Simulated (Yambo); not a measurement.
Yambo run on CaC2 (space group P-1, No. 2). The wavefunctions are PBEsol (Quantum ESPRESSO, PseudoDojo norm-conserving, 82 Ry, scalar-relativistic) ones on a 4×4×2 mesh (18 occupied bands); a = 3.856 Å, b = 3.972 Å, c = 7.263 Å, α = 81.47°, β = 86.77°, γ = 62.41°.

Yambo input:

```
rim_cut
gw0
dyson
el_el_corr
HF_and_locXC
cohsex
em1s
RandQpts= 1000000
RandGvec= 1 Ry
EXXRLvcs= 82 Ry
VXCRLvcs= 328 Ry
Chimod= "HARTREE"
% BndsRnXs
 1 | 141 |
%
NGsBlkXs= 7 Ry
% LongDrXs
 1.0 | 1.0 | 1.0 |
%
ExtendOut
% QPkrange
 4 | 4 | 18 | 18 |
 20 | 20 | 18 | 19 |
%
```

k points by index: 4 = (0, 0.25, -0.5), 20 = (-0.5, -0.5, -0.5).

Resulting energies as the program prints them:

```
#    K-point    Band    Eo [eV]    E [eV]    E-Eo [eV]    Vxc [eV]    Vnlxc [eV]    Sc|Eo [eV]    Re(Z)    Im(Z)
#
    4    18    0.000000    -3.093761    -3.093761    -14.54117    -18.56817    0.933240    1.000000    0.000000
    20    18    -0.612405    -3.818448    -3.206043    -13.94605    -18.23299    1.080899    1.000000    0.000000
    20    19    2.223063    2.035258    -0.187805    -10.72393    -6.091005    -4.820734    1.000000    0.000000
```
(The two width columns are left out.) Convergence of these settings isn't established.

Geometry of the Materials Project entry, not relaxed at this level.
